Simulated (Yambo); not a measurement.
Quantum ESPRESSO input (LDA, PseudoDojo standard norm-conserving files, scalar-relativistic) whose wavefunctions are converted with p2y:

```
&CONTROL
  calculation = 'nscf'
  pseudo_dir = './pseudo'
  outdir = './out'
/
&SYSTEM
  ibrav = 0
  nat = 10
  ntyp = 4
  ecutwfc = 88.0
  ecutrho = 352.0
  occupations = 'fixed'
  force_symmorphic = .true.
  nbnd = 205
/
&ELECTRONS
  conv_thr = 1e-08
  diago_full_acc = .true.
  diago_thr_init = 1e-08
/
ATOMIC_SPECIES
O 15.9990 O.upf
F 18.9984 F.upf
Na 22.9898 Na.upf
Mo 95.9500 Mo.upf
CELL_PARAMETERS angstrom
  2.783469900000   1.607037096000   4.835397000000
 -2.783469900000   1.607037096000   4.835397000000
  0.000000000000  -3.214074192000   4.835397000000
ATOMIC_POSITIONS crystal
O   0.688680000000   0.906020000000   0.254660000000
O   0.254660000000   0.688680000000   0.906020000000
O   0.906020000000   0.254660000000   0.688680000000
F   0.359790000000   0.128800000000   0.824070000000
F   0.824070000000   0.359790000000   0.128800000000
F   0.128800000000   0.824070000000   0.359790000000
Na   0.226020000000   0.226020000000   0.226020000000
Na   0.509923000000   0.509923000000   0.509923000000
Na   0.727627000000   0.727627000000   0.727627000000
Mo   0.000220000000   0.000220000000   0.000220000000
K_POINTS automatic
1 1 1 0 0 0
```

Yambo's initialisation report on symmetry, reciprocal space, the k grid and the gaps on this mesh:

```
  [02.02] Symmetries
  ==================

  Inversion symmetry    : yes
  Spatial inversion     : no
  Inversion index       :   4
  K-space Time-reversal : yes
  Magnetic symmetries   : no
  Time-reversal derived K-space symmetries:   4   6
  Group table correct   : yes
  Symmetries units      :  [cc]

  [02.03] Reciprocal space
  ========================

  nG shells         :   6465
  nG charge         :   97759
  nG WFs            :  12261
  nC WFs            :  12261
  G-vecs. in first 80 shells:  [ Number ]
     1    3    9   15   21   27   33   35   47
    53   59   65   71   77   89  101  113  119
   131  133  139  145  157  169  175  187  193
   199  211  223  235  247  259  271  277  289
    295   307   309   321   327   333   339   345   357
    369   381   387   399   411   423   429   441   453
    465   477   489   495   507   531   537   543   549
    561   573   575   587   611   617   623   629   641
    653   665   671   677   683   689   701   713
  ...
  Shell energy in first 80 shells:  [ mHa ]
     0.0000  236.4110  264.0820  342.8857  658.1004  713.4425  894.5115  945.6441  949.8535
    977.524      1056.33      1371.54      1524.94      1607.95      1659.09      1690.97      1769.77      1918.96
    2084.99      2127.70      2140.33      2238.38      2321.40      2376.74      2632.40      2841.14      2853.77
    2864.60      2951.83      3085.97      3090.18      3117.85      3196.66      3345.84      3416.23      3511.87
    3578.05      3748.28      3782.58      3799.41      3831.29      3910.10      4129.67      4225.31      4268.03
    4291.49      4378.71      4461.72      4496.02      4544.74      4623.54      4677.09      4772.73      4843.11
    4938.76      4981.47      4994.10      5092.15      5175.17      5230.51      5386.32      5390.53      5486.17
    5718.37      5805.60      5910.28      5922.90      5939.74      5971.62      6050.43      6099.76      6103.97
    6199.61      6270.00      6365.64      6420.98      6431.82      6602.05      6623.72      6636.35
  ...

  [02.04] K-grid lattice
  ======================

  Compatible Grid is   : 0D
  K lattice UC volume  :  0.283235 [a.u.]

  IBZ K-points                                      :  1
  BZ  K-points                                      :  1

  K/Q-points units:
  rlu = crystal or reduced units; cc = cartesian coordinates; iku = interal k-units

  K [1]          [rlu]:  0.000000  0.000000  0.000000
         WF components:  12261

  [02.05] Energies & Occupations
  ==============================

  [X] === General ===
  [X] Electronic Temperature                        :  0.000000  0.000000 [eV K]
  [X] Bosonic    Temperature                        :  0.000000  0.000000 [eV K]
  [X] Finite Temperature mode                       : no
  [X] El. density                                   :  0.61644E+24 [cm-3]
  [X] Fermi Level                                   :  2.652090 [eV]

  [X] === Gaps and Widths ===
  [X] Conduction Band Min                           :  4.334505 [eV]
  [X] Valence Band Max                              :  0.000000 [eV]
  [X] Filled Bands                                  :   40
  [X] Empty Bands                                   :   41  205
  [X] Direct Gap                                    :  4.334505 [eV]
  [X] Direct Gap localized at k                     :  1
```
The gaps are LDA values on this mesh alone; only operations without fractional translations are kept.

Spin-orbit coupling is not included.

Geometry of the Materials Project entry, not relaxed at this level.
